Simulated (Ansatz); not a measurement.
ZrN in space group P6/mmm (No. 191; Zr on 3f, N on 1a, N on 2d) at seven volumes, DFT-PBE in the program Ansatz with PAW potentials, shape and atoms relaxed at each. One row is withheld.

| V (Å³/atom) | P (GPa) |
|---|---|
| 13.086 | 19.59 |
| 13.518 | ? |
| 13.949 | 5.56 |
| 14.381 | 0.00 |
| 14.812 | -4.78 |
| 15.243 | -8.87 |
| 15.675 | -12.37 |

Question: Fit the shown pressures and predict the withheld one.

Answer: P = (3/2)B₀(x^(7/2) − x^(5/2))[1 + (3/4)(B′ − 4)(x − 1)] with x = (V₀/V)^(2/3). Least squares on the six rows gives V₀ = 14.380 Å³/atom, B₀ = 171 GPa, B′ = 4.09. At V = 13.518, x = 1.0421 and P = 12.00 GPa. The run itself gave 12.04 GPa.

A made-up cell: these elements were put on the sites of a structure type; neither database checked (COD, Materials Project) lists it. It is not the phase usual at ambient conditions (space group No. 225). The cell was relaxed with PBE under the symmetry of its start; whether a distortion lowers the energy is not shown. The run is not spin-polarised.

Potentials: the later of the program's two PAW sets.
